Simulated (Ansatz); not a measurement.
TaP:
```yaml
crystal:
  lattice:
    - [3.28256, 0.00000, 0.00000]
    - [-1.64128, 2.84278, 0.00000]
    - [0.00000, 0.00000, 3.31700]
  atoms:
    - { symbol: Ta, position: [0.66667, 0.33333, 0.00000] }
    - { symbol: P, position: [0.00000, 0.00000, 0.50000] }
```

Relaxed with PBEsol. Special points in fractions of this cell's reciprocal vectors: Γ (0.000, 0.000, 0.000); M (0.500, 0.000, 0.000); K (0.333, 0.333, 0.000); A (0.000, 0.000, 0.500); L (0.500, 0.000, 0.500); H (0.333, 0.333, 0.500).

Task: List the band energies nearest the Fermi level at these points for PBEsol in the plane-wave PAW code Ansatz.

Result: In eV from the Fermi level; about four levels below and three above (degenerate sets whole), none deeper than 8.9 eV; points with the same levels are listed once.

```json
[
 {"k": "Γ", "below": "-3.17 -2.19 -2.19 -0.64", "above": "2.29 2.29 4.92 4.92"},
 {"k": "M", "below": "-6.81 -3.17 -2.64 -0.65", "above": "1.34 3.92 4.39"},
 {"k": "K", "below": "-6.24 -4.57 -2.99 -0.12", "above": "1.38 2.13 2.14"},
 {"k": "A", "below": "-1.42 -1.42 -0.22 -0.22", "above": "2.90 3.70 3.70"},
 {"k": "L", "below": "-5.53 -4.69 -3.35 -0.59", "above": "3.75 3.91 4.43"},
 {"k": "H", "below": "-5.97 -4.95 -2.77 -0.30", "above": "2.94 4.02 5.30"}
]
```

Space group P-6m2. The first step of the workflow began from a Materials Project structure, measured or hypothetical; the Crystallography Open Database copy checked does not list it. COD files the formula under space group No. 141. Whether it is the stable phase at ambient conditions was not checked. The PBEsol relaxation kept the symmetry of its start; whether a distortion lowers the energy is not shown. No spin polarisation was allowed. Scalar-relativistic: spin–orbit coupling is off unless named, which matters more the heavier the elements.

Potentials: the earlier of the program's two PAW sets. The files were generated under PBE; for other functionals the program regenerates the frozen cores, and for LDA and PBEsol the local potential too.
